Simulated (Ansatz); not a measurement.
Data:

CaI2:
```cif
data_CaI2
_chemical_formula_sum 'Ca1 I2'
_space_group_name_H-M_alt 'P-3m1'
_space_group_IT_number 164
_space_group_name_Hall '-P 3 2"'
_cell_length_a 4.48979
_cell_length_b 4.48979
_cell_length_c 7.05712
_cell_angle_alpha 90.000
_cell_angle_beta 90.000
_cell_angle_gamma 120.000
loop_
_atom_site_label
_atom_site_type_symbol
_atom_site_symmetry_multiplicity
_atom_site_Wyckoff_symbol
_atom_site_fract_x
_atom_site_fract_y
_atom_site_fract_z
_atom_site_occupancy
Ca1 Ca 1 a 0.00000 0.00000 0.00000 1
I1 I 2 d 0.33333 0.66667 0.25021 1
```

This is the r²SCAN+D4-relaxed structure.

Question: All from plane-wave PAW r²SCAN+D4 (Ansatz code), unless another level is named. Estimate the hole effective mass.

Answer: 0.33, 2.6, 2.6 mₑ (principal values).

Question: And the gap with spin–orbit coupling?

Answer: 3.73 eV.

Question: Next, the hole effective mass with spin–orbit coupling?

Answer: 0.39, 1.1, 1.1 mₑ (principal values).

Question: Predict the formation energy from the elements (no fitted shifts).

Answer: -1.87 eV/atom.

Question: Predict the valence-band maximum.

Answer: at Γ.

The workflow started from a Materials Project entry (that database holds measured and hypothetical structures alike); the Crystallography Open Database files this formula in space group No. 164, but the cells were not matched. Its standing as an ambient phase is unchecked. The r²SCAN+D4 relaxation kept the symmetry of its start; phonons on a q-mesh show no instability. The references are the lowest solids computed at this level, not always the standard phases. Spin–orbit coupling is left out wherever it is not named.

Potentials: the later of the program's two PAW sets.
